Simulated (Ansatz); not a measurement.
Here is the system:

WS₂ (2H-MoS2 type, space group P6_3/mmc)

```cif
data_S4W2
_chemical_formula_sum 'W2 S4'
_space_group_name_H-M_alt 'P 1'
_space_group_IT_number 1
_cell_length_a 3.17029
_cell_length_b 3.17029
_cell_length_c 12.49303
_cell_angle_alpha 90.000
_cell_angle_beta 90.000
_cell_angle_gamma 120.000
loop_
_space_group_symop_operation_xyz
  'x, y, z'
loop_
_atom_site_label
_atom_site_type_symbol
_atom_site_fract_x
_atom_site_fract_y
_atom_site_fract_z
_atom_site_occupancy
W1 W 0.33333 0.66667 0.25000 1
W2 W 0.66667 0.33333 0.75000 1
S1 S 0.33333 0.66667 0.62489 1
S2 S 0.66667 0.33333 0.12489 1
S3 S 0.66667 0.33333 0.37511 1
S4 S 0.33333 0.66667 0.87511 1
```

Equation-of-state scan: isotropic scaling of the cell above, V₀ being its volume. The atoms relax within the cell's symmetry.

All values below come from r2SCAN+rVV10 (plane waves to 500 eV, PAW, scalar-relativistic; Ansatz, a first-principles code). k mesh 12×12×3 (Γ-centred), Fermi-Dirac smearing 0.05 eV. E stands for the smeared free energy. Compression counts positive. With the shape held, the modulus is that of even scaling; a crystal free to change shape is softer. Spin-orbit coupling is left out, though W is heavy. The PAW data are Ansatz's earlier set. WS2 is run without spin polarisation. WS2 was relaxed with its symmetry unable to fall. The zero of ΔE is the relaxed starting cell.

The scan covers V/V₀ from 0.940 to 1.060 in 11 points.

Question: What is ΔE at V/V₀ = 1.060?

Answer: 14.8 meV/atom.

Question: What is ΔE at V/V₀ = 0.940?

Answer: 18.1 meV/atom.

Question: What pressure does the cell carry at V/V₀ = 0.940?

Answer: 5.62 GPa.

(Under strain, the slope of the energy per volume gives the stress and its curvature an elastic modulus.)
